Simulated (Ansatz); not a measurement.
Here is the system:

CoC:
Space group F-43m (No. 216); a = b = c = 4.2304 Å, α = β = γ = 90.00°

```tsv
atom	site	symmetry	x	y	z
Co	4a	-43m	0.0000	0.0000	0.0000
C	4d	-43m	0.7500	0.7500	0.7500
```
(The calculation used a cell of 2 atoms; values per cell refer to that cell.)

This is the r²SCAN-relaxed structure.

Q: All from DFT-r²SCAN in the program Ansatz with PAW potentials, unless another level is named. Predict the bulk modulus (Birch–Murnaghan fit).

A: 256 GPa.

Q: Predict the elastic constants (relaxed ions, GPa).

A: C11 = 327, C12 = 220, C44 = 78.6.

The start of the workflow was typed in or built on a structure type; neither database checked (COD, Materials Project) lists it. Its standing as an ambient phase is unchecked. The r²SCAN relaxation kept the symmetry of its start; whether a distortion lowers the energy is not shown. The workflow began spin-polarised and lost its moments. The volume moved by 60 % from the start of the relaxation. Its formation energy is positive at this level, so the cell may be metastable or incomplete. As this level gives no gap, shear constants depend on the k-mesh and smearing (Fermi–Dirac, 0.1 eV here).

Potentials: the earlier of the program's two PAW sets. The files were generated under PBE; for other functionals the program regenerates the frozen cores, and for LDA and PBEsol the local potential too.
